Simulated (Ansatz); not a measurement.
CaPd$_{5}$: do energies and stresses tell the same story?

Theory: DFT r2SCAN, scalar-relativistic, plane waves, PAW in Ansatz 0.2.0.

Settings: cutoff 500 eV, Γ-centred mesh 12×12×8 on the computed 6-atom cell, Gaussian smearing of 0.10 eV; no spin polarisation.

Relaxed cell: P6/mmm, a = 5.299 Å, b = 5.299 Å, c = 4.417 Å, α = 90.00°, β = 90.00°, γ = 120.00°, 6 atoms in the primitive cell. Whether it is the stable form of this composition wasn't checked.

Energies at zero smearing and pressures from the stress tensor, at volumes with shape and atoms relaxed:
| V (Å³/atom) | E − E(first) (meV/atom) | P (GPa) |
| --- | --- | --- |
| 16.290 | 0.00 | 15.36 |
| 16.827 | -40.94 | 9.27 |
| 17.364 | -63.22 | 4.21 |
| 17.901 | -69.98 | -0.01 |
| 18.438 | -63.87 | -3.50 |
| 18.975 | -47.12 | -6.39 |

Q: Check P = −dE/dV between neighbouring volumes, and get the bulk modulus from the pressures alone.

A: With 1 eV/Å³ = 160.2 GPa:
```tsv
middle V (Å³/atom)	−ΔE/ΔV (GPa)	mean P (GPa)
16.559	12.214	12.318
17.096	6.646	6.739
17.633	2.019	2.101
18.170	-1.825	-1.753
18.707	-4.996	-4.944
```

The two differ by 0.10 GPa at most. The mean of two end pressures misses the average over a step by about ΔV² P″/12, up to 0.09 GPa here; with that taken off 0.02 GPa remains. Around V = 17.901 Å³/atom, the two neighbours give B = −V ΔP/ΔV = 17.901 × 7.71 / 1.074 = 128.4 GPa, against B0 = 127.6 GPa from the Birch–Murnaghan fit of the energies.